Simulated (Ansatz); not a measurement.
MgO:
```
MgO
1.0
    2.65968     0.00000     0.00000
    0.00000     2.65968     0.00000
    0.00000     0.00000     2.65968
Mg O
1 1
Direct
  0.00000   0.00000   0.00000
  0.50000   0.50000   0.50000
```

Relaxed with PBE.

### Question
Give the Bader charges and basin volumes of the independent atoms, PBE in the plane-wave PAW code Ansatz.

### Answer


```tsv
atom	Bader charge (e)	Bader volume (Å³)
Mg1	+1.70	5.0
O2	-1.70	13.8
```

Space group Pm-3m (CsCl type). This is a known high-pressure phase of the composition, computed here at zero pressure and temperature. The cell was relaxed with PBE under the symmetry of its start. At this level the phase is dynamically unstable (imaginary phonons).

Potentials: the later of the program's two PAW sets.
